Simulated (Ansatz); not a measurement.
Level of theory: Ansatz 0.2.0, DFT PBE, scalar-relativistic, plane waves, PAW. The final run on the 9-atom cell used 420 eV, a Γ-centred 10×10×6 mesh, 0.02 eV smearing and no spin polarisation.

Formation energies are uncorrected and count from the elements' standard states at the same level.

Question: Find a candidate monoclinic semiconductor that holds O and 2 more elements, with a gap near 2.2 eV, a formation energy near −2.02 eV/atom and about 13 Å³ per atom, in a cell of 9 atoms.

Answer: TiSn₂O₆, space group C2 (No. 5). Ti is surrounded by 2 O at 1.86 Å, 2 O at 1.98 Å and 2 O at 2.21 Å; Sn has 6 O at 2.08–2.15 Å; O on its first site is surrounded by 1 Ti at 1.86 Å, 1 Sn at 2.10 Å and 1 Ti at 2.21 Å; around O on its second site lie 3 Sn at 2.08–2.15 Å; 1 more site not described.

```
Ti Sn O
1.0
     7.47696   -1.57848    0.00000
     7.47696    1.57848    0.00000
    -0.26822    0.00000    4.82293
Ti Sn O
1 2 6
Direct
  0.93812 0.06188 0.50000
  0.35106 0.33729 0.97787
  0.66271 0.64894 0.02213
  0.44976 0.43093 0.67817
  0.78164 0.76643 0.78652
  0.09993 0.08598 0.80441
  0.91402 0.90007 0.19559
  0.23357 0.21836 0.21348
  0.56907 0.55024 0.32183
```

* Volume per atom: 12.65 Å³
* Density: 5.56 g/cm³
* Formation energy: −2.020 eV/atom
* Gap on the 10×10×6 mesh of the 9-atom cell: 2.19 eV

The structure comes from a generated guess, relaxed at this level; another structure or a mixture of phases may lie lower. The answer needn't be unique; the calculation gave this one.

Kohn–Sham gaps at this level usually fall short of measured ones. This cell was reached by moving the atoms of another relaxed cell at random and relaxing again, last within the group found; it had no such test of its own.
